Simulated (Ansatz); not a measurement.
**KCl (Fm-3m): elastic constants by finite strains**

Level of theory: LDA, all-electron LAPW in Ansatz 0.2.0, scalar-relativistic.

The cell comes from a PAW relaxation under the same functional.

Launched as:

```sh
ansatz run input.yaml --threads 1 --pin off --max-ram 2560MiB --backend cpu --events-out ev --progress --plain --runs-dir out
```

Input file:

```yaml
crystal:
  lattice:
    - [0.0, 3.03933402866, 3.03933402866]
    - [3.03933402866, 0.0, 3.03933402866]
    - [3.03933402866, 3.03933402866, 0.0]
  atoms:
    - { symbol: K, position: [0.0, 0.0, 0.0] }
    - { symbol: Cl, position: [0.5, 0.5, 0.5] }
kpoints:
  mp_grid: { grid: [8, 8, 8] }
scf:
  occupations: { method: fixed }
hamiltonian:
  xc: lda
  pseudopotentials: { kind: all_electron, lapw: { basis_error: 0.001 } }
elastic:
  mode: relaxed_ion
  stencil: two_point
  amplitude: 0.003
```

Output (shortened where marked):

```
Warning: RAYON_NUM_THREADS=1 ignored (pool sized by the plan → 1); use --threads N
LAPW: plane waves up to 6.477 Å⁻¹, error target 1.0e-3 eV per atom; small_component_spin mean_spin; Cl in spheres of 1.446 Å, 15 of its electrons in bands, Dirac shells []; K in spheres of 1.502 Å, 15 of its electrons in bands, ...
Engine: ansatz 0.2.0, aarch64-unknown-linux-gnu
Pseudopotentials: kind: all_electron
Pseudopotential: K, LAPW, valence charge 15, lapw/all_electron/scalar/gaussian/K, Koelling and Harmon's equation, gaussian nucleus
Pseudopotential: Cl, LAPW, valence charge 15, lapw/all_electron/scalar/gaussian/Cl, Koelling and Harmon's equation, gaussian nucleus
Functional definition: SPW92
  exchange = slater_x
  correlation = pw_c
davidson cushion auto → on  (no smearing: the cushion is to keep the highest requested band from converging to the state above it; pin scf.eigensolver.cushion to override)
Crystal: 2 atoms, lattice volume = 56.152 Å³
Basis set: ecut = 159.83084034351828 eV, 259 PW (Γ), exchange–correlation at level 2
Bands: 19, of which v1, the nominal top of the filled ones, is band 15 counted from 1 (14 counted from 0)
Symmetry: 48 space group operations
[... 107 lines left out ...]
        -0.000      0.000     -0.000      0.000     -0.000      6.517
  reference stress σ⁰ (GPa):      0.024      0.024      0.024      0.000      0.000      0.000
  no Pulay correction (none for the plane-wave cutoff is built on LAPW): the batch's stresses and constants are at fixed plane waves
  C* (energy form; C + prestress term) asymmetry max|C*_kj − C*_jk| = 3.553e-15 GPa — a small one proves nothing (zero by symmetry where the batch's group is 432, −43m or m−3m); a large one is finite-difference/SCF noise where ...
  moduli (Voigt/Reuss/Hill, GPa): K = 24.14/24.14/24.14   G = 14.38/9.31/11.85   E = 30.54   ν = 0.289
  mechanically stable: yes (min eigenvalue of sym C = 6.52 GPa)
  where every solve meets its electron count the energy-path curvature estimates C_jj along a normal strain and C_jj − ¼(σ⁰_aa + σ⁰_bb) along a shear (ab), closely only under elastic.basis: deformed
  strain η (Voigt 11):  stress-route row diagonal C_11 = 59.03 GPa, energy-path curvature d²(F+E_count)/dδ²/Ω₀ = 59.03 GPa
         δ    σ_11 (GPa)             F (eV)   n_scf  n_hpsi   n_pw
    -3.000e-3      -0.1564      -28869.8332935       7   35740    273   relax 0 steps, max|allowed force component| 7.89e-31 eV/Å
     3.000e-3       0.1978      -28869.8332447       7   35494    273   relax 0 steps, max|allowed force component| 8.87e-31 eV/Å
  strain η (Voigt 23):  stress-route row diagonal C_44 = 6.52 GPa, energy-path curvature d²(F+E_count)/dδ²/Ω₀ = 6.50 GPa
         δ    σ_23 (GPa)             F (eV)   n_scf  n_hpsi   n_pw
    -3.000e-3      -0.0195      -28869.8333519       6   52317    273   relax 0 steps, max|allowed force component| 5.13e-30 eV/Å
     3.000e-3       0.0195      -28869.8333519       7   58429    273   relax 0 steps, max|allowed force component| 8.63e-30 eV/Å
```

The run converged.

### Strained cells

Elastic constants of a crystal by Kohn-Sham DFT: slopes of the stress over finite engineering strains of the given cell, Voigt indices, Cartesian axes as in the input; stress of each strained cell less that at rest, tension positive.

| strain component | strain | stress xx (GPa) | stress yy (GPa) | stress zz (GPa) | stress yz (GPa) | stress xz (GPa) | stress xy (GPa) | relaxation steps |
| --- | --- | --- | --- | --- | --- | --- | --- | --- |
| xx | -0.003 | -0.1809 | -0.0202 | -0.0202 | 0 | 0 | 0 | 0 |
| xx | 0.003 | 0.1733 | 0.02 | 0.02 | 0 | 0 | 0 | 0 |
| yz | -0.003 | 0 | 0 | 0 | -0.0196 | 0 | 0 | 0 |
| yz | 0.003 | 0 | 0 | 0 | 0.0196 | 0 | 0 | 0 |

**Elastic moduli**

Hill averages of a grain aggregate, Debye temperature from the mean sound speed over directions.

| Item | Value |
| --- | --- |
| Bulk modulus | 24.14 GPa |
| Shear modulus | 11.85 GPa |
| Young modulus | 30.54 GPa |
| Poisson ratio | 0.2891 |
| Bulk over shear modulus | 2.038 |
| Elastic anisotropy index | 2.718 |
| Least young modulus | 17.94 GPa |
| Largest young modulus | 57.67 GPa |
| Longitudinal sound speed | 4256 m/s |
| Transverse sound speed | 2318 m/s |
| Elastic debye temperature | 240.2 K |
| Linear compressibility (x, y, z) | 13.81, 13.81, 13.81 1/TPa |
| Zener ratio | 0.249 |
| Cauchy pressure | 0.18 GPa |

**Elastic constants**

* Pressure at rest: -0.024 GPa
* Least elastic eigenvalue: 6.52 GPa
* Elastically stable: yes

```csv
index,elastic (GPa)
11,59.03
12,6.69
44,6.52
```

Cost: 30 s on 1 thread of Arm Neoverse V2 (shared host), peak memory 0.35 GiB.
